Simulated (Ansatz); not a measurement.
## Computed properties of TaS2

TaS2:
```
CELL_PARAMETERS angstrom
      6.03896     0.00000     0.00000
      0.00000     6.03896     0.00000
      0.00000     0.00000     3.34932
ATOMIC_POSITIONS crystal
  Ta 0.00000 0.00000 0.00000
  Ta 0.50000 0.50000 0.50000
  S  0.29415 0.29415 0.00000
  S  0.79415 0.20585 0.50000
  S  0.20585 0.79415 0.50000
  S  0.70585 0.70585 0.00000
```

Space group P4_2/mnm (No. 136), rutile; conventional cell a = b = 6.0390 Å, c = 3.3493 Å, α = β = γ = 90.00°.

Method: PBE (plane waves, PAW; program Ansatz). The cell and atoms are relaxed at this level. Other levels are named where they apply.

### Cell and energy

- Volume per atom = 20.36 Å³
- Density = 6.66 g/cm³
- Formation energy from the elements (no fitted shifts) = -0.89 eV/atom

### Electronic structure

* **Electronic character**: metallic (no gap)
* **Density of states at the Fermi level**: 0.49 states/eV per atom (mean over ±0.08 eV)

### Mechanics

* **Bulk modulus (Birch–Murnaghan fit)**: 112 GPa
* **Pressure derivative B′**: 5.1

A made-up cell: these elements were put on the sites of a structure type; neither database checked (COD, Materials Project) lists it. It is not the phase usual at ambient conditions (space group No. 164). The PBE relaxation kept the symmetry of its start; whether a distortion lowers the energy is not shown. The run is not spin-polarised. The references are the lowest solids computed at this level, not always the standard phases. Scalar-relativistic: spin–orbit coupling is off unless named, which matters more the heavier the elements.

Potentials: the later of the program's two PAW sets.
